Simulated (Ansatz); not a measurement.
This run works on a proposed trial structure, not on a known crystal.

Input and command of a plane-wave DFT calculation in Ansatz:

```yaml
crystal:
  lattice:
    - [3.2797803875, 0.0, 0.0]
    - [0.0, 17.6427731957, 0.0]
    - [0.0, 0.0, 5.3212933898]
  atoms:
    - { symbol: Nb, position: [0.5, 0.9228678751, 0.2340804931] }
    - { symbol: Nb, position: [0.0, 0.0771321249, 0.7340804931] }
    - { symbol: W, position: [0.5, 0.5000062769, 0.5213299098] }
    - { symbol: W, position: [0.0, 0.4999937231, 0.0213299098] }
    - { symbol: S, position: [0.5, 0.4107548381, 0.1837204737] }
    - { symbol: S, position: [0.5, 0.5892401424, 0.1836911158] }
    - { symbol: S, position: [0.0, 0.4107598576, 0.6836911158] }
    - { symbol: S, position: [0.0, 0.5892451619, 0.6837204737] }
    - { symbol: S, position: [0.0, 0.8308927573, 0.0398598939] }
    - { symbol: S, position: [0.0, 0.8309258178, 0.4283625951] }
    - { symbol: S, position: [0.0, 0.030675113, 0.234396627] }
    - { symbol: S, position: [0.5, 0.1690741822, 0.9283625951] }
    - { symbol: S, position: [0.5, 0.1691072427, 0.5398598939] }
    - { symbol: S, position: [0.5, 0.969324887, 0.734396627] }
basis:
  ecutwfc: 500
kpoints:
  mp_grid: { grid: [10, 2, 6] }
  band_path:
    path:
      - [[0.0, 0.0, 0.0], [0.5, 0.0, 0.0], [0.5, 0.5, 0.0], [0.0, 0.5, 0.0], [0.0, 0.0, 0.0], [0.0, 0.0, 0.5], [0.5, 0.0, 0.5], [0.5, 0.5, 0.5], [0.0, 0.5, 0.5], [0.0, 0.0, 0.5]]
      - [[0.5, 0.0, 0.0], [0.5, 0.0, 0.5]]
      - [[0.0, 0.5, 0.0], [0.0, 0.5, 0.5]]
      - [[0.5, 0.5, 0.0], [0.5, 0.5, 0.5]]
    npoints: 10
hamiltonian:
  xc: r2scan
scf:
  occupations: { method: gaussian, width: 0.1 }
  n_extra_bands: 35
output:
  forces: true
  stress: true
  eigenvalues: true
  populations: true
  dos: { projected: true, de: 0.02, nscf_kmesh: { grid: [12, 3, 8] } }
  bader: false
```

```bash
ansatz run input.yaml --threads 1 --pin off --max-ram 2560MiB --backend cpu --events-out ev --progress --plain --runs-dir out
```

Processor: Intel(R) Xeon(R) 6975P-C (Granite Rapids), 1 thread, on a host shared with other jobs.

Q: Estimate time, memory and problem size.

A: About 8.9 min, peak memory 2.3 GiB. It solves 92 bands at 48 k points (after reduction by symmetry) with about 7809 plane waves, in 9 SCF iterations.
